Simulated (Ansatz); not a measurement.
**LaH20: field gradients at two levels of theory**

Cell: a Materials Project structure (computed, not necessarily an observed phase) whose atoms were relaxed with PBE, the cell held.

Space group R-3m:H (No. 166); a = 7.3108, c = 13.1063 Å, γ = 120.00°.

| site | Wyckoff | site symmetry | x | y | z |
| --- | --- | --- | --- | --- | --- |
| La | 3a | -3m | 0.0000 | 0.0000 | 0.0000 |
| H2 | 6c | 3m | 0.0000 | 0.0000 | 0.1713 |
| H4 | 18h | .m | 0.8375 | 0.1625 | 0.4286 |
| H10 | 18h | .m | 0.7922 | 0.5844 | 0.4707 |
| H16 | 18f | .2 | 0.1149 | 0.3333 | 0.3333 |

One atom of each set is listed; the run and its k-mesh use a cell of 21 atoms with edges of 6.07, 6.07, 6.07 Å.

First run. The numbers come from a DFT calculation in Ansatz (PBE, plane waves and PAW, scalar-relativistic, 420 eV cutoff, Γ-centred 6×6×6 k-points, Fermi–Dirac smearing 0.05 eV).

```json
{"site": "La", "V_zz (10²¹ V/m²)": "-31.6", "η": "0.00"}
{"site": "H2", "V_zz (10²¹ V/m²)": "0.21", "η": "0.00"}
{"site": "H4", "V_zz (10²¹ V/m²)": "2.34", "η": "0.11"}
{"site": "H10", "V_zz (10²¹ V/m²)": "1.95", "η": "0.18"}
{"site": "H16", "V_zz (10²¹ V/m²)": "3.06", "η": "0.02"}
```

Second run. The same atoms and settings, except that the functional is r2SCAN and the cutoff is 500 eV.

Problem. Given the first result, estimate the second.

Solution. 

| site | V_zz | η | change of V_zz |
| --- | --- | --- | --- |
| La | -31.9 | 0.00 | -0.34 |
| H2 | 0.21 | 0.00 | 0.00 |
| H4 | 2.32 | 0.12 | -0.02 |
| H10 | 1.88 | 0.20 | -0.07 |
| H16 | 3.04 | 0.02 | -0.02 |

The largest change of V_zz is on La, from -31.6 to -31.9. In per cent, |V_zz| changes by +1 on La, -1 on H (all sites that start above 2).

The run finds no gap above 0.1 eV (a metal, or nearly one), so the gradients can move by 10 % or more with the k-mesh. Without spin–orbit coupling (the program notes it for La) the gradients can shift somewhat, as the gap is small.
For the second run: The largest force is 0.3 eV/Å, so the atoms aren't at the calculated equilibrium and relaxing them would move these values.
